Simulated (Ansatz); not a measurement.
HfC (rock salt, Fm-3m) under volume change, DFT-PBEsol in the program Ansatz with PAW potentials, scaled uniformly.

| V (Å³/atom) | E − E(relaxed) (meV/atom) | P (GPa) |
|---|---|---|
| 11.121 | ___ | ___ |
| 11.488 | 37.7 | 17.33 |
| 11.854 | 8.9 | 8.01 |
| 12.221 | 0.0 | 0.00 |
| 12.588 | 8.1 | -6.91 |
| 12.954 | 30.9 | -12.86 |
| 13.321 | ___ | ___ |

Problem. Fill in the missing entries.

Solution. 
- 13.321, E − E(relaxed) (meV/atom): 66.3
- 13.321, P (GPa): -17.99
- 11.121, E − E(relaxed) (meV/atom): 89.4
- 11.121, P (GPa): 28.17

Problem. What does a third-order Birch–Murnaghan fit give for V₀, B₀ and B′?

Solution. V₀ = 12.22 Å³/atom, B₀ = 248 GPa, B′ = 4.0.

The PBEsol relaxation kept the symmetry of its start. The run is not spin-polarised. Spin–orbit coupling is left out wherever it is not named.

Potentials: the earlier of the program's two PAW sets. The files were generated under PBE; for other functionals the program regenerates the frozen cores, and for LDA and PBEsol the local potential too.
